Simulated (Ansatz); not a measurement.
Ru (hcp, Mg type)

```
CELL_PARAMETERS angstrom
      2.72203     0.00000     0.00000
     -1.36102     2.35735     0.00000
      0.00000     0.00000     4.29074
ATOMIC_POSITIONS crystal
  Ru 0.33333 0.66667 0.75000
  Ru 0.66667 0.33333 0.25000
```

The volume is varied about the relaxed value V₀ at fixed cell shape. Symmetry pins the atoms to their sites.

All values below come from PBE (plane waves to 420 eV, PAW, scalar-relativistic; Ansatz, an electronic-structure program). k mesh 20×20×11 (Γ-centred), Fermi-Dirac smearing 0.05 eV. Stress and pressure are positive under compression. Ru is run without spin polarisation. Ru was relaxed with its symmetry unable to fall. The PAW data are Ansatz's earlier set.

At one point of the scan the stress tensor (GPa) is:

```
   24.9      0.0      0.0
    0.0     24.9      0.0
    0.0      0.0     26.7
```

Question: Which point is it?
A. V/V₀ = 0.933
B. V/V₀ = 0.950
C. V/V₀ = 0.917
D. V/V₀ = 0.983

Answer: A, V/V₀ = 0.933

(Under strain, the slope of the energy per volume gives the stress and its curvature an elastic modulus.)
